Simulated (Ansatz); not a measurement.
The cell below belongs to a search over invented structures; it isn't taken from experiment.

Input and command of a plane-wave DFT calculation in Ansatz:

```yaml
crystal:
  lattice:
    - [3.2513303969, 0.0, 0.0]
    - [0.0, 3.5471695494, 4.5665614737]
    - [0.0, -3.5471695494, 4.5665614737]
  atoms:
    - { symbol: Sn, position: [0.0, 0.0452822532, 0.0452822532] }
    - { symbol: Sn, position: [0.5, 0.4365039745, 0.4365039745] }
    - { symbol: Te, position: [0.0, 0.7068249883, 0.7068249883] }
    - { symbol: O, position: [0.5, 0.1908256653, 0.819327478] }
    - { symbol: O, position: [0.5, 0.819327478, 0.1908256653] }
    - { symbol: O, position: [0.0, 0.2812356407, 0.2812356407] }
basis:
  ecutwfc: 500
kpoints:
  mp_grid: { grid: [10, 6, 6] }
hamiltonian:
  xc: r2scan
scf:
  occupations: { method: gaussian, width: 0.1 }
output:
  forces: true
  stress: true
  eigenvalues: true
```

```bash
ansatz run input.yaml --threads 1 --pin off --max-ram 2560MiB --backend cpu --events-out ev --progress --plain --runs-dir out
```

Processor: Arm Neoverse V1, 1 thread, on a host shared with other jobs.

Estimate time, memory and problem size.

About 78 s, peak memory 0.67 GiB. It solves 38 bands at 78 k points (after reduction by symmetry) with about 2667 plane waves, in 8 SCF iterations.
